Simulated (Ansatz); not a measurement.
An ordered 8-atom cell of Ga4PN3 on the zincblende lattice (Pmm2), relaxed with r2SCAN. The symmetry is Pmm2 (No. 25, orthorhombic); conventional cell a = 3.346 Å, b = 6.756 Å, c = 4.691 Å, 13.26 Å³ an atom. N has 4 Ga at 1.99–2.01 Å; Ga has 3 N at 1.95–1.99 Å and 1 P at 2.28 Å; N has 4 Ga at 1.95–2.00 Å; Ga has 4 N at 2.00 Å; P has 4 Ga at 2.25–2.28 Å; Ga has 2 N at 2.01 Å and 2 P at 2.25 Å.

```cif
data_structure
_symmetry_space_group_name_H-M 'P 1'
_symmetry_Int_Tables_number 1
_cell_length_a 3.3459
_cell_length_b 6.7564
_cell_length_c 4.6910
_cell_angle_alpha 90.000
_cell_angle_beta 90.000
_cell_angle_gamma 90.000
_cell_volume 106.04
loop_
_atom_site_label
_atom_site_type_symbol
_atom_site_fract_x
_atom_site_fract_y
_atom_site_fract_z
_atom_site_occupancy
N1 N 0.00000 0.22985 0.00153 1
Ga1 Ga 0.50000 0.22033 0.77118 1
N2 N 0.50000 0.00000 0.50318 1
Ga2 Ga 0.00000 0.00000 0.26921 1
N3 N 0.00000 0.77015 0.00153 1
Ga3 Ga 0.50000 0.77967 0.77118 1
P1 P 0.50000 0.50000 0.50088 1
Ga4 Ga 0.00000 0.50000 0.18131 1
```

3 runs of the plane-wave code Ansatz on this cell differ in the functional (and in the settings that go with it). Levels are in eV from each run's valence top; v1 is the last filled band, c1 the first empty one.

Run A, mean stress 0.0 GPa (compression positive):

| point | v2 | v1 | c1 | c2 |
| --- | --- | --- | --- | --- |
| Γ | -1.29 | -0.05 | -0.04 | 1.71 |
| X | -3.13 | -1.70 | 1.42 | 1.86 |
| S | -3.30 | -3.18 | 2.77 | 3.16 |

Run B, mean stress +0.2 GPa (compression positive):

| point | v2 | v1 | c1 | c2 |
| --- | --- | --- | --- | --- |
| Γ | -1.40 | -0.05 | 0.48 | 2.27 |
| X | -3.35 | -1.77 | 1.84 | 2.33 |
| S | -3.41 | -3.26 | 3.23 | 3.71 |

Run C, mean stress +4.8 GPa (compression positive):

| point | v2 | v1 | c1 | c2 |
| --- | --- | --- | --- | --- |
| Γ | -1.23 | -0.35 | -0.04 | 1.39 |
| X | -3.02 | -1.61 | 1.11 | 1.57 |
| S | -3.15 | -3.07 | 2.43 | 2.79 |

Q: Match the runs to PBE, r2SCAN, HSE06.

A: A is r2SCAN, B is HSE06, C is PBE. In order of the gap: PBE none (overlap 0.06), r2SCAN none (overlap 0.04), HSE06 0.48 eV.

These are computed values for a spin-unpolarised cell that may be hypothetical; none is a measurement.

The stress of a hybrid is loosely converged in these runs.

Where bands overlap, v1 and c1 are numbered by the electron count and aren't everywhere filled or empty.

Gaps or overlaps of about a tenth of an eV are at the limit of these meshes: between the points read a gap can be smaller or closed.

The meshes of the hybrids are coarse, so their gaps aren't converged to the digits shown.
